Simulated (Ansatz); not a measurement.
**How GaSb (F-43m) stiffens under pressure**

```
CELL_PARAMETERS angstrom
0.00000 3.06650 3.06650
3.06650 0.00000 3.06650
3.06650 3.06650 0.00000
ATOMIC_POSITIONS crystal
Ga 0.00000 0.00000 0.00000
Sb 0.75000 0.75000 0.75000
```

This is the zero-pressure cell. At each pressure cell and atoms are relaxed in this structure, and the constants are slopes of the stress at strains of ±0.005 with relaxed ions (the coefficients that govern stability under load). Level: r²SCAN, PAW on Ansatz 0.2.0's default frozen-core files (fitted under PBE), scalar-relativistic; k mesh 8×8×8, strains of ±0.005, fixed occupations, cutoff 500 eV. P is the pressure of the relaxed cell, less that of this one.

```csv
P (GPa),V/V₀,C11 (GPa),C12 (GPa),C44 (GPa)
0.00,1.0000,86.7,36.8,43.5
1.01,0.9820,91.7,41.4,44.8
2.02,?,?,?,?
4.01,0.9375,105.4,54.5,47.5
6.99,0.9022,118.0,67.1,49.1
10.01,0.8725,130.1,79.6,50.0
15.01,0.8323,148.8,99.6,50.2
```

**Question.** Does the bulk modulus from the constants agree with the pressure-volume curve?

**Answer.** A third-order Birch-Murnaghan fit to the volumes shown (F against f, f = [(V₀/V)^(2/3) − 1]/2) gives B₀ = 53.5 GPa and B′ = 4.6. Its −V dP/dV stands beside (C11 + 2C12)/3:

```csv
P (GPa),from P(V),from the constants
0.00,53.5,53.4
1.01,58.2,58.1
4.01,71.4,71.5
6.99,84.0,84.1
10.01,96.5,96.4
15.01,116.8,116.0
```

**Question.** What are the pressure derivatives at zero pressure?

**Answer.** Slopes at V₀ of quadratic fits in −ln(V/V₀) through the first four rows shown, divided by B₀: dC11/dP = 5.0, dC12/dP = 4.5, dC44/dP = 1.4. The mean slopes up to 4.0 GPa are 4.7, 4.4, 1.0; curvature and scatter of the constants part the two. The combination (dC11/dP + 2 dC12/dP)/3 = 4.7 stands against B′.

**Question.** Fill the row at 2.02 GPa.

**Answer.** Cubic fits in −ln(V/V₀) through all rows shown give C11 = 96.4, C12 = 45.9, C44 = 45.8 GPa. Computed: V/V₀ = 0.9657, C11 (GPa) = 96.4, C12 (GPa) = 45.9, C44 (GPa) = 45.8.

**Question.** Does a shear stiffness soften?

**Answer.** C44 goes from 43.5 to 50.2 GPa; (C11 − C12)/2 goes from 24.9 to 24.6 GPa, through a maximum of 25.5 near 7 GPa. Neither ends more than 3 % under its start, and the lattice stays mechanically stable over this range.

Caveats: no other phase was computed; many crystals of this kind change structure within this range, and rows or crossings beyond such a change describe a metastable lattice; frozen-core PAW files fitted under PBE, their cores solved anew for the functional of the run; constants at zero field, no piezoelectric stiffening; phonons weren't checked at these pressures.
